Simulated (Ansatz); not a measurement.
BN in space group P6_222 (No. 180; B on 3d, N on 3c), a = b = 2.597 Å, c = 5.824 Å, α = β = 90.00°, γ = 120.00°.

Relaxed with r²SCAN+D4.

Tabulate the valence density and the electron localisation function along the shortest B–N contact (1.62 Å), r²SCAN+D4 (plane waves, PAW; program Ansatz).



| distance from B (Å) | density (e/Å³) | ELF |
|---|---|---|
| 0.16 | 0.34 | 0.00 |
| 0.24 | 0.48 | 0.04 |
| 0.32 | 0.64 | 0.17 |
| 0.41 | 0.77 | 0.43 |
| 0.49 | 0.88 | 0.68 |
| 0.57 | 0.97 | 0.83 |
| 0.65 | 1.05 | 0.89 |
| 0.73 | 1.15 | 0.91 |
| 0.81 | 1.30 | 0.92 |
| 0.89 | 1.51 | 0.92 |
| 0.97 | 1.81 | 0.90 |
| 1.05 | 2.21 | 0.87 |
| 1.13 | 2.69 | 0.81 |
| 1.22 | 3.16 | 0.70 |
| 1.30 | 3.50 | 0.51 |
| 1.38 | 3.65 | 0.28 |
| 1.46 | 3.62 | 0.11 |

The density is the valence pseudo-density with augmentation charge, so density and ELF within about 1 Å of a nucleus are not all-electron values.

The start of the workflow was typed in or built on a structure type; neither database checked (COD, Materials Project) lists it. It is not the phase usual at ambient conditions (space group No. 186, 194, 216). The cell was relaxed with r²SCAN+D4 under the symmetry of its start; its stability against distortions is not shown here.

Potentials: the later of the program's two PAW sets.
